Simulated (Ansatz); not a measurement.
Task: Name crystals whose computed values (PBEsol (plane waves, PAW; program Ansatz)) fall in these windows: ε∞ 1.8 to 2.6; B₀ by P(V) fit (GPa) 53 to 73.

Result: 

```json
[
 {"crystal": "SrMgF4, Cmc2_1 (Pearson symbol oS24)", "ε∞": "2.20", "B₀ by P(V) fit (GPa)": "66.5"},
 {"crystal": "BaMgF4, Cmc2_1 (Pearson symbol oS24)", "ε∞": "2.34", "B₀ by P(V) fit (GPa)": "56.2"},
 {"crystal": "LiF, P6_3/mmc (Li on 2d, F on 2c)", "ε∞": "1.94", "B₀ by P(V) fit (GPa)": "58.9"},
 {"crystal": "LiF, zinc blende", "ε∞": "1.90", "B₀ by P(V) fit (GPa)": "54.3"}
]
```
Others may fit too.

Typed or built starts, not in the databases checked: LiF, P6_3/mmc (Li on 2d, F on 2c); LiF, zinc blende. Not the usual ambient phase: LiF, P6_3/mmc (Li on 2d, F on 2c); LiF, zinc blende. Standing as an ambient phase not checked: SrMgF4, Cmc2_1 (Pearson symbol oS24); BaMgF4, Cmc2_1 (Pearson symbol oS24). All cells were relaxed under the symmetry of their starts (and spin orders); stability against distortions was not tested throughout. Scalar-relativistic: spin–orbit coupling is off unless named, which matters more the heavier the elements.

Potentials: the earlier of the program's two PAW sets. The files were generated under PBE; for other functionals the program regenerates the frozen cores, and for LDA and PBEsol the local potential too.
